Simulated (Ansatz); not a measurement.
Relaxed CdS (zinc blende):

```
CdS
1.0
    0.00000     5.87906     5.87906
    2.93953     2.93953     5.87906
    2.93953     2.93953     0.00000
S Cd
2 2
Direct
  0.00000   0.75000   0.75000
  0.50000   0.75000   0.75000
  0.00000   0.00000   0.00000
  0.50000   0.00000   0.00000
```

A phonon eigenvector at X = (0.5, 0.5, 0.0) is frozen into this cell: atom i moves by Q times the vector below, so Q is the largest atomic displacement, in Å. The cell is held. It is one choice among 2 degenerate patterns. (q is in reciprocal vectors of the primitive cell; the cell shown is doubled to hold the pattern.)

```json
[
 {"atom": "S1", "x": "0.000", "y": "1.000", "z": "0.000"},
 {"atom": "S2", "x": "0.000", "y": "-1.000", "z": "0.000"},
 {"atom": "Cd3", "x": "-0.194", "y": "0.000", "z": "0.000"},
 {"atom": "Cd4", "x": "0.194", "y": "0.000", "z": "0.000"}
]
```

The numbers are results of r2SCAN (plane waves to 500 eV, PAW, scalar-relativistic; Ansatz, a first-principles code), not measurements. k mesh 10×10×10 (Γ-centred), Fermi-Dirac smearing 0.05 eV. The energy includes the smearing's −TS. CdS was relaxed with its symmetry unable to fall. The PAW data are Ansatz's earlier set. ΔE is measured from the undisplaced structure.

### Question
What ΔE (meV/cell) does the calculation give at Q (Å) = -0.100, -0.050, 0.017, 0.050, 0.067, 0.100?

### Answer
| Q (Å) | ΔE (meV/cell) |
|---|---|
| -0.100 | 97.2 |
| -0.050 | 24.3 |
| 0.017 | 2.7 |
| 0.050 | 24.3 |
| 0.067 | 43.2 |
| 0.100 | 97.2 |

(For displaced atoms, the force is minus the slope of the energy, and its curvature is a force constant, which sets phonon frequencies.)
